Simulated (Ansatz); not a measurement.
# ZrVSi (P4/nmm): electronic heat capacity and spin susceptibility from the density of states

These are results of Ansatz 0.2.0, DFT PBEsol, scalar-relativistic, plane waves, PAW, not measurements.

Cutoff 420 eV; k points 10×10×6 on the computed 6-atom cell (Γ-centred); Gaussian smearing, width 0.10 eV; no spin polarisation.

Relaxed cell: P4/nmm, a = 3.649 Å, b = 3.649 Å, c = 7.178 Å, α = 90.00°, β = 90.00°, γ = 90.00°, 6 atoms in the primitive cell. Whether it is the stable form of this composition wasn't checked.

The density of states at the Fermi level is 3.269 states/eV in the cell of 6 atoms (2 formula units; both spins, tetrahedra on a 15×15×9 mesh).

Question: What Sommerfeld coefficient and Pauli susceptibility does this give?

Answer: Per formula unit N(E_F) = 1.635 states/eV. γ = (π²/3) k_B² N(E_F) N_A = 2.357 mJ/(mol K²) per state/eV, so γ = 3.9 mJ/(mol K²), a mole of formula units. χ_P = μ_B² N(E_F) N_A = 3.23×10⁻⁵ emu/mol per state/eV gives 5.3×10⁻⁵ emu/mol. This is the bare band result: a measured γ of the same phase is as a rule larger by a factor 1 + λ from phonons and spin fluctuations, the spin part of χ is larger by the Stoner factor, and a measured χ also holds orbital and core terms. N(E_F) at one energy is sensitive to the mesh where the density of states has sharp peaks.

A ferromagnetic start lost its moments in a first run, so spin was left out; other magnetic orders weren't tried.